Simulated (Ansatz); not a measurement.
Structure relaxation, Ni

The start is a generated trial cell of Ni in the AFLOW prototype A_hR2_166_c (A7, as in As). The structure is fully relaxed (lattice and positions, P = 0) with r2SCAN (plane waves to 500 eV, PAW, scalar-relativistic; Ansatz, a quantum-chemistry and plane-wave program). The first steps use a coarse 13×13×13 k-mesh.

Starting cell:
```
Ni
1.0
    1.50292     0.86771     2.78699
   -1.50292     0.86771     2.78699
    0.00000    -1.73542     2.78699
Ni
2
Cartesian
  0.00000   0.00000   1.90245
  0.00000   0.00000   6.45850
```
Spin-polarised start, with parallel moments on Ni.

Question: How large is the pressure on the unrelaxed cell, and of which sign?

Answer: +42.9 GPa (positive: the cell is compressed).

Question: What symmetry does the relaxed structure have?

Answer: The space group goes from R-3m (No. 166) to Fm-3m (No. 225); the end is fcc (Cu type), with 1 atom in the primitive magnetic cell.

Question: How much energy is released per atom?

Answer: 1.23 eV/atom.

Question: How does the volume per atom move from start to end?

Answer: -3.4 %, from 10.90 to 10.53 Å³/atom.

Question: Is the relaxed structure metallic? Give its gap.

Answer: Zero (metallic).

Question: What magnetic moments remain?

Answer: Net 0.74 μB/atom, ferromagnetic.

Question: Give the final cell and atomic positions.

Answer: 
```cif
data_Ni4
_chemical_formula_sum 'Ni4'
_space_group_name_H-M_alt 'Fm-3m'
_space_group_IT_number 225
_space_group_name_Hall '-F 4 2 3'
_cell_length_a 3.47979
_cell_length_b 3.47979
_cell_length_c 3.47979
_cell_angle_alpha 90.000
_cell_angle_beta 90.000
_cell_angle_gamma 90.000
loop_
_atom_site_label
_atom_site_type_symbol
_atom_site_symmetry_multiplicity
_atom_site_Wyckoff_symbol
_atom_site_fract_x
_atom_site_fract_y
_atom_site_fract_z
_atom_site_occupancy
Ni1 Ni 4 b 0.50000 0.50000 0.50000 1
```
(The calculation used a cell of 1 atom; values per cell refer to that cell.)

Final values are on a 23×23×23 k-mesh of the relaxed cell. Spin state reached: ferromagnetic (net 0.74 μB/atom), from parallel starting moments; other spin orders were not run from this start. r2SCAN tends to overstate moments in metals.

The run could not lose the symmetry of its start; a randomly shaken copy of 2 atoms returns to this structure.
